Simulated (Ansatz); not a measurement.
A geometry of AlNi away from equilibrium: step 15 of the relaxation of a relaxed AlNi cell, doubled along one cell vector, shaken by Gaussian noise of σ = 0.08 Å a coordinate. Calculation: r2SCAN (plane waves to 500 eV, PAW, scalar-relativistic; Ansatz, a quantum-chemistry and plane-wave program). Γ-centred k-mesh 10×10×5 on the run's cell (coarser than for final values), Fermi–Dirac smearing 0.05 eV.

```yaml
crystal:
  lattice:
    - [-0.07609, 2.46646, 3.86052]
    - [2.46642, -0.07611, 3.86054]
    - [4.78070, 4.78081, -0.00009]
  atoms:
    - { symbol: Al, position: [0.25852, 0.24614, 0.12437] }
    - { symbol: Al, position: [0.25846, 0.24618, 0.62437] }
    - { symbol: Al, position: [0.00272, 0.99039, 0.00226] }
    - { symbol: Al, position: [0.00270, 0.99038, 0.50226] }
    - { symbol: Ni, position: [0.50510, 0.49278, 0.25107] }
    - { symbol: Ni, position: [0.50502, 0.49281, 0.75105] }
    - { symbol: Ni, position: [0.75611, 0.74379, 0.37556] }
    - { symbol: Ni, position: [0.75605, 0.74376, 0.87556] }
```

**Question.** Which atoms carry the largest force, and which way does it point?

**Answer.** No atom: all forces are below 0.005 eV/Å; only the cell is out of equilibrium.

**Question.** What is the pressure?

**Answer.** +2.1 GPa, compression positive.

No spin polarisation in the result. A magnetic state may lie lower.

The end of the path is a generated cell of AlNi: the first start was made by placing the elements on the sites of a structure type, and the end was not matched to a known phase here, so it may be hypothetical. Known forms of AlNi include space group No. 221.
